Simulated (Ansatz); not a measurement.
**Calculated contact hyperfine fields for Co at a changed volume**

Cell: an entry of the Crystallography Open Database (COD), relaxed with PBE at fixed cell and then changed (volume scaled by 0.94, ions relaxed).

```
Co
1.0
     2.45426    0.00000    0.00000
    -1.22713    2.12545    0.00000
     0.00000    0.00000    4.00582
Co
2
Direct
  0.33333 0.66667 0.25000
  0.66667 0.33333 0.75000
```

Atom numbers follow the list; atoms alike are taken as one site, whose name carries the number of the first.

All values are calculated (Ansatz; DFT, PBE, plane waves and PAW, scalar-relativistic, collinear spin, 420 eV cutoff, Γ-centred 21×21×11 k-points, Fermi–Dirac smearing 0.05 eV), not measured. Start moments as typed (μB): 2 on each Co.

B_c = (2μ₀/3)μB(ρ↑ − ρ↓), with the spin density averaged over the Thomson radius around the nucleus, 7.77 T per e/Å³, positive along the up direction of the run. The valence column is what the valence and semicore waves of the PAW files give as listed; the rest comes from solving these waves and the inner shells again in each spin's potential.

Question: What moments and contact fields does each site carry?

Answer: The cell's net moment is 3.14 μB; the site moments, counted in spheres around the atoms, add up to 3.29 μB, and the difference lies between the spheres. One atom of each set is listed.

```csv
site,atom,m (μB),B_c (T),valence column (T),rest (T)
Co,1,1.64,-26.2,7.3,-33.5
```

On Co the field amounts to -16.0 T per μB of the site's moment: core polarisation sets it against the moment.

At this changed cell the PBE pressure is 9 GPa. The run finds no gap above 0.1 eV, so moments and fields hang on the k-mesh and the smearing. Semilocal functionals underestimate the core's part of the field; in a metal the conduction electrons' part and a positive orbital field can offset that, so a measured field can be larger or smaller. Orbital and dipolar fields are left out.

The relaxation (1 step) took 20 s of wall time (20 s of CPU time) and 0.6 GiB at its peak, on 1 thread of Intel Xeon Platinum 8375C CPU @ 2.90GHz (Ice Lake) (x86_64; 16 cores open to the job, memory cap 3.0 GiB, no GPU), a shared host with a load of 0.6 a core.
